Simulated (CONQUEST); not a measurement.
A self-consistent single point of TiSi2 (Pmm2, 12 atoms in the cell; from Materials Project mp-1077503, changed as shown) with CONQUEST.

Method: PBE, numerical atomic orbitals double-zeta with polarisation (the shipped basis), PseudoDojo norm-conserving potentials made for PBE in CONQUEST.

The change in words: atom 3 moved by +0.04 angstrom along y. Reference geometry (Cmcm):
```xyz
12
Lattice="3.5154 0.0000 0.0000 0.0000 13.4618 0.0000 0.0000 0.0000 3.5502" Properties=species:S:1:pos:R:3 pbc="T T T"
Ti     1.7577     8.1191     2.6626
Ti     0.0000    12.0736     0.8875
Ti     0.0000     1.3882     2.6626
Ti     1.7577     5.3427     0.8875
Si     1.7577    12.6776     2.6626
Si     0.0000     7.5150     0.8875
Si     0.0000    10.1005     2.6626
Si     1.7577    10.0922     0.8875
Si     0.0000     5.9467     2.6626
Si     1.7577     0.7841     0.8875
Si     1.7577     3.3696     2.6626
Si     0.0000     3.3613     0.8875
```

Reference input (self-consistent single point, DFT, PBE, numerical atomic orbitals double-zeta with polarisation (the shipped basis), PseudoDojo norm-conserving potentials made for PBE): basis = DZP; Diag.MPMeshX, Y, Z = 4 1 4; potentials = PseudoDojo norm-conserving PBE; Grid.GridCutoff = 140 Ha; DM.SolutionMethod = diagon; Diag.kT = 0.003675 Ha; Diag.GammaCentred = true; minE.SCTolerance = 1.0e-06; SC.MaxIters = 100; SC.LinearMixingFactor = 0.3; SC.KerkerPreCondition = true; SC.KerkerFactor = 0.1 1/bohr. This run's input differs from it in these lines:

```diff
@@ -38,3 +38,3 @@
     0.000000000     0.896880000     0.250000000  1 T T T
-    0.000000000     0.103120000     0.750000000  1 T T T
+    0.000000000     0.106091000     0.750000000  1 T T T
     0.500000000     0.396880000     0.250000000  1 T T T
```

The program printed (abridged):

```
    new_SC_potl: Starting.  Tolerance:  0.10000E-05

    PulayMixSC: Starting Pulay mixing, A_up =  0.300 A_dn =  0.300
    PulayMixSC: Spin non-polarised calculation.
    PulayMixSC: with Kerker preconditioning, q0 =  0.100
          Harris-Foulkes Energy            :      -271.449075343718960 Ha
          GroundState Energy (E-(1/2)TS)   :      -271.450640647388241 Ha
          Free Energy (E-TS)               :      -271.452205951057522 Ha
          DFT Total Energy                 :      -271.418198353376965 Ha
          Total number of electrons        :        79.999999999997499
   [... lines left out ...]
          Total number of electrons        :        80.000144628791929
    PulayMixSC: Pulay iteration    10 residual:              0.12566E-05
          Harris-Foulkes Energy            :      -271.433743190337964 Ha
          GroundState Energy (E-(1/2)TS)   :      -271.435356257209150 Ha
          Free Energy (E-TS)               :      -271.436969324080280 Ha
          DFT Total Energy                 :      -271.433743177566555 Ha
          Total number of electrons        :        80.000145387776243
    PulayMixSC: Pulay iteration    11 residual:              0.65044E-06
    PulayMixSC: Reached SCF tolerance of  0.65044E-06 after     11 iterations
      | Number of electrons      =        80.000145
      |* band energy as 2Tr[K.H] =       -73.411969280488762 Ha
      |  screened ion-ion energy =      -203.456397650004675 Ha
      |  Ha correction           =         0.543024188449480 Ha
      |  XC correction           =         4.891580661814577 Ha
      | GS Energy as E-(1/2)TS   =      -271.435356257209150 Ha
      | Free Energy as E-TS      =      -271.436969324080280 Ha
      |* Harris-Foulkes energy   =      -271.433743190337964 Ha
      |* DFT total energy        =      -271.433743177566555 Ha
      |  estimated accuracy      =        -0.000000012771409 Ha

    force: Forces on atoms (Ha/A )
    force:  Atom   X              Y              Z
   [... lines left out ...]
    force:    12  -0.0000000000   0.0025173642   0.0000000000

    force: Maximum force :        0.02398248(Ha/A ) on atom         3 in y direction
    force: Force Residual:        0.00953951 Ha/A
    force: Total stress:         -6.49740645    -5.67884362    -7.60941555 GPa
    force: Average pressure:      6.59522187 GPa

    force: Finished force
    get_E_and_F: Change in energy during last step of electronic optimisation:  0.31598E-06
```

The run converged in 11 iterations. CONQUEST prints the stress tensor with tension positive. Against the reference run the free energy rises by 1.2 meV/atom, the pressure goes from 6.47 to 6.60 GPa and the largest force goes from 0.238 to 0.653 eV/Å.

The program uses no crystal symmetry, so grid and mesh can part values that symmetry would make equal. The atom-centred basis is finite, which shifts total energies, pressures and forces against plane waves. The structure comes from a collection of computed structures, made at another level of theory; the collection holds predicted forms beside known ones. Its lattice was then scaled. No clean gap shows at this smearing width and mesh (spacing up to 0.47 Å⁻¹); the mesh is coarse for partly filled bands, so the values carry mesh errors.

Cost on one core: around 3.0 core-minutes (rough).
